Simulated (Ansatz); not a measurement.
GaN:
```yaml
crystal:
  lattice:
    - [0.00000, 2.22759, 2.22759]
    - [2.22759, 0.00000, 2.22759]
    - [2.22759, 2.22759, 0.00000]
  atoms:
    - { symbol: Ga, position: [0.00000, 0.00000, 0.00000] }
    - { symbol: N, position: [0.25000, 0.25000, 0.25000] }
```

Relaxed with LDA.

### Question
Give the optical modes at the zone centre with their infrared and Raman activity from DFPT, LDA in the plane-wave PAW code Ansatz.

### Answer
Transverse frequencies, without the LO–TO term; a row sums one degenerate level.

| ω (cm⁻¹) | degeneracy | IR ((D/Å)²/amu) | Raman (Å⁴/amu) | activity | symmetry |
|---|---|---|---|---|---|
| 553 | 3 | 41.11 | 27 | IR+Raman | T2 |

### Question
How high does the top mode go among those that the LO–TO term moves?

### Answer
731 cm⁻¹ for q along x.

Space group F-43m (zinc blende). Symmetry was held in the LDA relaxation.

Potentials: the earlier of the program's two PAW sets. The files were generated under PBE; for other functionals the program regenerates the frozen cores, and for LDA and PBEsol the local potential too.
